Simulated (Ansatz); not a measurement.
YGa4Ni in space group Cmcm (No. 63; Pearson symbol oS24), DFT-PBE in the program Ansatz with PAW potentials, all energies at zero smearing, with the estimated change up to a 700 eV cutoff added, with one set of potentials and settings (totals compare only within such a set). Cell of 12 atoms (2 Y, 8 Ga, 2 Ni): -49647.440 eV.

```tsv
element	reference phase	E (eV/atom)
Y	P6_3/mmc, 2 atoms in the cell	-3848.6668
Ga	Cmce, 4 atoms in the cell	-3783.0209
Ni	Fm-3m, 1 atoms in the cell, spin-polarised	-5839.7239
```

Formation energy per atom, worked out: (-49647.440 − 2×(-3848.6668) − 8×(-3783.0209) − 2×(-5839.7239))/12 = -0.541 eV/atom (-52 kJ per mol of atoms), at 0 K, without zero-point energy or fitted corrections.

The workflow started from a Materials Project entry (that database holds measured and hypothetical structures alike); the Crystallography Open Database copy checked does not list it. Whether it is the stable phase at ambient conditions was not checked. The PBE relaxation kept the symmetry of its start; its stability against distortions is not shown here. No spin polarisation was allowed. The references are the lowest solids computed at this level, not always the standard phases.

Potentials: the later of the program's two PAW sets.
